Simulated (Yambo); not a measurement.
# Bethe-Salpeter results for CsSrF3

```xyz
5
Lattice="4.7633 0.0000 0.0000 0.0000 4.7633 0.0000 0.0000 0.0000 4.7633" Properties=species:S:1:pos:R:3 pbc="T T T"
F      0.0000     2.3816     2.3816
F      2.3816     0.0000     2.3816
F      2.3816     2.3816     0.0000
Sr     2.3816     2.3816     2.3816
Cs     0.0000     0.0000     0.0000
```

The geometry is that of Materials Project entry mp-8397, symmetrised and not relaxed again.

BSE in Yambo on PBEsol (pw.x of Quantum ESPRESSO, ONCV potentials, scalar-relativistic) bands: 8×8×8 mesh, 9 valence and 3 conduction bands, static screening with 60 bands and a 3 Ry block, scissor 3.28 eV, Tamm-Dancoff; field along x.

```tsv
state	energy (eV)	states within 2 meV	relative strength	class	main transitions
1	8.51	3	1.00	strong	several band pairs
2	8.65	3	< 0.01	dark	several band pairs
3	8.68	3	0.38	strong	several band pairs
4	9.17	3	0.07	strong	several band pairs
5	9.24	3	< 0.01	dark	several band pairs
6	9.24	3	< 0.01	dark	several band pairs
7	9.36	3	< 0.01	dark	several band pairs
8	9.38	2	< 0.01	dark	several band pairs
```

These are vertical excitations (zero momentum). The direct quasiparticle gap on this mesh is 9.55 eV; counted from there, state 1 is bound by 1.04 eV. On a 2×2×2 mesh the same difference is 1.83 eV, so it isn't converged.

Spin singlets only. Strengths are relative to the strongest of the lowest states of this run; strong means a line over 3 % of the spectrum's maximum, dark under 0.03 %. Absolute energies carry the error of the G0W0 scissor, whose convergence isn't established.

The cell is held in this high symmetry; tilts and polar distortions were not searched.

The structure is a Materials Project entry; no match was found in the copy of COD used, and its stability was not checked.
